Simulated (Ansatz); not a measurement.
Input file for Ansatz (a first-principles code):

Ansatz 0.2 input:
```yaml
crystal:
  lattice:
    - [-2.182723676, 3.078836797, 6.5548840576]
    - [2.182723676, -3.078836797, 6.5548840576]
    - [2.182723676, 3.078836797, -6.5548840576]
  atoms:
    - { symbol: In, position: [0.0, 0.0, 0.0] }
    - { symbol: In, position: [0.6587705942, 0.6587705942, 0.0] }
    - { symbol: In, position: [0.3412294058, 0.3412294058, 0.0] }
    - { symbol: Sb, position: [0.5, 0.0, 0.5] }
    - { symbol: Te, position: [0.1718932519, 0.6718932519, 0.5] }
    - { symbol: Te, position: [0.8281067481, 0.3281067481, 0.5] }
kpoints:
  mp_grid: { grid: [12, 12, 12] }
hamiltonian:
  xc: r2scan
  pseudopotentials: { kind: paw }
scf:
  occupations: { method: gaussian, width: 0.05 }
checkpoint: { read: metal.run }
output: { bader: true, populations: true }
```

Output (shortened):

```
basis.fft_grid_basis auto: the FFT boxes are laid along the combinations [[1, 0, 1], [0, 1, 1], [0, 0, 1]] of the cell's own vectors, 6.158, 4.365 and 7.564 Å …
Pseudopotential: In, paw, valence charge 13
Pseudopotential: Sb, paw, valence charge 15
Pseudopotential: Te, paw, valence charge 16
Functional definition: r2SCAN
Crystal: 6 atoms, lattice volume = 176.202 Å³
Basis set: ecut = 500 eV, 4455 PW (Γ), FFT grids on a1+a3, a2+a3, a3, exchange–correlation on 180×128×240 points (64 copies of the dense FFT grid, shifted against one another)
Bands: 52, of which v1, the nominal top of the filled ones, is band 43 counted from 1 (42 counted from 0)
Symmetry: 8 space group operations
Space group: Immm (ITA 71), of the structure as read, at distance tolerance 5.6e-5 Å
k-points: 280 of 1728
Stability of the state it starts from, as read at its close in the unpolarized treatment …
iter 1 solved again at ethr=2.16e-7 eV; its pass at ethr=3.10e-3 eV (dr2=1.86e-4 eV) is discarded
SCF iter   1: F=—  HF=-37326.107698 eV  |F-HF|=—  |Δ(HF+E_count)|=         —  Δρ=1.15e-6  dr2=1.16e-9  dr2_τ=1.66e-10  ethr=2.16e-7  ⟨swp⟩=3.1  Hψ=100564  notcnv=0
preconditioner: auto → Kerker (q_TF=auto, 2.421 Å⁻¹)
SCF iter   2: F=—  HF=-37326.107739 eV  |F-HF|=—  |Δ(HF+E_count)|=   4.02e-5  Δρ=6.63e-7  dr2=3.85e-10  dr2_τ=1.77e-10  ethr=1.35e-12  ⟨swp⟩=9.2  Hψ=70700  notcnv=0
SCF iter   3: F=-37326.107739 eV  HF=-37326.107739 eV  |F-HF|=1.75e-10  |Δ(HF+E_count)|=  1.60e-10  Δρ=4.23e-7  dr2=1.69e-10  dr2_τ=2.40e-11  ethr=1.00e-12  ⟨swp⟩=1.0  Hψ=30279  notcnv=0
SCF 1 converged in 3 iterations: F = -37326.107739 eV  dr2 = 1.69e-10
SCF converged after 3 iterations
Free energy (F): -37326.107739 eV
Harris-Foulkes:  -37326.107739 eV  (|F-HF|=1.75e-10)
Internal energy: -37326.105362 eV  (E = F + TS)
E sigma→0 (E₀):  -37326.106550 eV
Entropy (-TS):   -0.002377 eV (-0.396 meV/atom)
Fermi energy:    9.506665 eV
--- Per-component energies (eV) ---
  E_band       = -824.606473
  E_kinetic    = 1291.970257
  E_local      = -7413.438818  (includes V_loc(G=0)·N_el)
  E_nonlocal   = 845.589114
  E_hartree    = 3639.286592
  E_xc         = -960.715314
  E_vxc        = -645.656029  (∫ρ·V_xc dr)
  E_paw        = -26525.528882  (= ΣΔE_a)
  E_vpaw       = -2223.995614  (= ΣTr[D̂ρ^β])
  E_aug_tail   = -0.000059  (compensation charges beyond the density's cutoff)
  E_vtau       = 42.352367  (kinetic-family band-sum trace: ∫τ·v_τ [+ j·A + Jᵃ·Aᵃ] dr)
  E_ewald      = -8207.240638
  E_core_change = 3.972385  (= ΣΔE_core)
  E_smearing   = -0.002377  (= −TS)
  E_closure    = 0.000000  (closes the sum)
  Σ components = -37326.107739   (vs F -37326.107739, Δ=0.00e0)
  [band-id]    e_kinetic+e_local+e_nonlocal+2·e_hartree+e_vxc+e_vpaw+e_augmentation_tail+e_vtau = -824.605598   (vs E_band -824.606473, Δ=8.75e-4)
--- Band table (eV; the first three rows and the last of 280) ---
  k-point 0: bands = ["-28.2727", "-28.2725", "-28.2693", "-28.2688", "-28.2651", "-28.2646", "-28.2641", "-28.2634", "-28.2634", "-28.2633", "-19.9570", "-19.9562", "-19.9406", "-19.9401", "-19.9378", "-5.9525", "-5.9059", "-5.8460", "-5.8261", "-5.8097", …
  k-point 1: bands = ["-28.2727", "-28.2725", "-28.2693", "-28.2688", "-28.2650", "-28.2647", "-28.2640", "-28.2634", "-28.2634", "-28.2633", "-19.9571", "-19.9561", "-19.9406", "-19.9398", "-19.9378", "-5.9498", "-5.9073", "-5.8480", "-5.8288", "-5.8092", …
  k-point 2: bands = ["-28.2726", "-28.2724", "-28.2693", "-28.2690", "-28.2650", "-28.2647", "-28.2640", "-28.2635", "-28.2632", "-28.2631", "-19.9573", "-19.9557", "-19.9406", "-19.9392", "-19.9380", "-5.9423", "-5.9114", "-5.8530", "-5.8359", "-5.8103", …
  k-point 279: bands = ["-28.2729", "-28.2724", "-28.2693", "-28.2688", "-28.2651", "-28.2646", "-28.2640", "-28.2638", "-28.2634", "-28.2631", "-19.9570", "-19.9562", "-19.9406", "-19.9401", "-19.9378", "-5.9962", "-5.8664", "-5.8541", "-5.8255", "-5.8178", …
--- Löwdin populations: 6 sites ---
  site symbol       q [e]
     0     In     12.9895
     1     In     12.9885
     2     In     12.9885
     3     Sb     14.9822
     4     Te     15.9590
     5     Te     15.9590
  spilling = 0.001551 (of n_electrons = 86.000000)
--- Bader charges: 6 sites ---
  site symbol  charge [e]  shift [e]
     0     In      0.6141     0.0000
     1     In      0.6537     0.0000
     2     In      0.6537     0.0000
     3     Sb     -0.5298     0.0000
     4     Te     -0.6958     0.0000
     5     Te     -0.6958     0.0000
  shift: an alarm, by how much a part of what the PAW files miss would move the charge. Where it is large, compare
  with a run on PAW files of another source; a small one proves nothing
  estimated error of the sums over rays = 3.6e-4 e
```

Cost: roughly 4 core-minutes on shared cores.

The first step of the workflow began from a Materials Project structure, measured or hypothetical; the Crystallography Open Database copy checked does not list it. Its standing as an ambient phase is unchecked. The cell was relaxed with r²SCAN under the symmetry of its start; its stability against distortions is not shown here. Scalar-relativistic: spin–orbit coupling is off unless named, which matters more the heavier the elements.

Potentials: the later of the program's two PAW sets.

Ansatz is a plane-wave DFT program.
